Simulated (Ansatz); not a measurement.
Relaxed-ion elastic tensor of La (dhcp (α-La type), space group No. 194) in GPa (Voigt order), LDA in the plane-wave PAW code Ansatz; density 7.17 g/cm³, 32.16 Å³ per atom.

```json
[
 {"": "1", "1": "60.6", "2": "18.4", "3": "10.0", "4": "0.0", "5": "0.0", "6": "0.0"},
 {"": "2", "1": "18.4", "2": "60.6", "3": "10.0", "4": "0.0", "5": "0.0", "6": "0.0"},
 {"": "3", "1": "10.0", "2": "10.0", "3": "67.5", "4": "0.0", "5": "0.0", "6": "0.0"},
 {"": "4", "1": "0.0", "2": "0.0", "3": "0.0", "4": "16.4", "5": "0.0", "6": "0.0"},
 {"": "5", "1": "0.0", "2": "0.0", "3": "0.0", "4": "0.0", "5": "16.4", "6": "0.0"},
 {"": "6", "1": "0.0", "2": "0.0", "3": "0.0", "4": "0.0", "5": "0.0", "6": "21.1"}
]
```

Question: Is the crystal mechanically stable?

Answer: Yes: the smallest eigenvalue of C is 16.4 GPa.

Question: Work out the Voigt, Reuss and Hill averages.

Answer: K_V = 29.5, K_R = 29.5, K_H = 29.5; G_V = 20.8, G_R = 19.9, G_H = 20.3 GPa.

Question: Give Young's modulus, Poisson's ratio, Pugh's ratio and the universal anisotropy index.

Answer: E = 9KG/(3K + G) = 49.6 GPa; ν = 0.22; K/G = 1.45 (brittle by the Pugh limit of 1.75); A_U = 5G_V/G_R + K_V/K_R − 6 = 0.22.

Question: Estimate the sound speeds and the Debye temperature.

Answer: v_l = √((K + 4G/3)/ρ) = 2810 m/s, v_t = √(G/ρ) = 1680 m/s, mean 1860 m/s; Θ = (h/k)(3n/4πV)^(1/3) v_m = 174 K.

Question: Solve the Christoffel equation for the three sound speeds along x, y, z.

Answer: Eigenvalues of C_ijkl n_j n_l equal ρv². In km/s, slowest first: x 1.51, 1.71, 2.91; y 1.51, 1.71, 2.91; z 1.51, 1.51, 3.07.

Question: How much does each axis shrink under pressure?

Answer: Linear compressibilities β_i = Σ_j S_ij (j = 1 to 3): x 11, y 11, z 11 per TPa.

Space group P6_3/mmc (dhcp (α-La type)). The LDA relaxation kept the symmetry of its start; of distortions, only those at the zone centre were tested. As this level gives no gap, shear constants depend on the k-mesh and smearing (Fermi–Dirac, 0.1 eV here). Spin–orbit coupling is left out wherever it is not named.

Potentials: the earlier of the program's two PAW sets.
